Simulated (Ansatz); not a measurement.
Computed properties of SrTl

```
Sr Tl
1.0
     4.03200    0.00000    0.00000
     0.00000    4.03200    0.00000
     0.00000    0.00000    4.03200
Sr Tl
1 1
Direct
  0.00000 0.00000 0.00000
  0.50000 0.50000 0.50000
```

Atom numbers follow the list: Sr1, Tl2.

The cell is COD entry 1540774, as deposited and not checked against the literature; nothing was relaxed. It is an old determination, and later ones may differ.

Spin–orbit coupling is left out, though it moves levels of the heavy atoms by tenths of an eV or more.

Levels of theory: DFT, LDA, all-electron LAPW, scalar-relativistic (Ansatz 0.2.0); DFT, LDA, PAW with Ansatz's default frozen-core files, scalar-relativistic (Ansatz 0.2.0).

For LAPW: a Γ-centred 8×8×8 k mesh, Fermi–Dirac smearing of 0.05 eV, basis error target 0.5 meV/atom, no spin polarisation. PAW takes a cutoff of 420 eV at this cell (files made with PBE, cores remade for this functional). The Ansatz runs share mesh, smearing and spin set-up. Values come from LAPW unless marked.

```
Bader charges (from the PAW run)                                                                                       : Sr1 +1.15, Tl2 -1.15 e
Löwdin charges (with 0.22 e of the cell spilling out of the atomic basis, so their sizes and signs hang on that basis) : Sr1 1.64, Tl2 -1.42 e
Volume per atom                                                                                                        : 32.77 Å³
```

Question: Predict this quantity. Pressure at this cell.

Answer: -1.85 GPa.

Question: Predict this quantity. Band gap.

Answer: none: with an odd electron count and no spin polarisation the bands can't all be full, a metal in this set-up (spin order or a larger cell could open a gap).

Question: Give the computed value. Density of states at the Fermi level (0.2 eV bin).

Answer: 1.41 states/eV per cell.
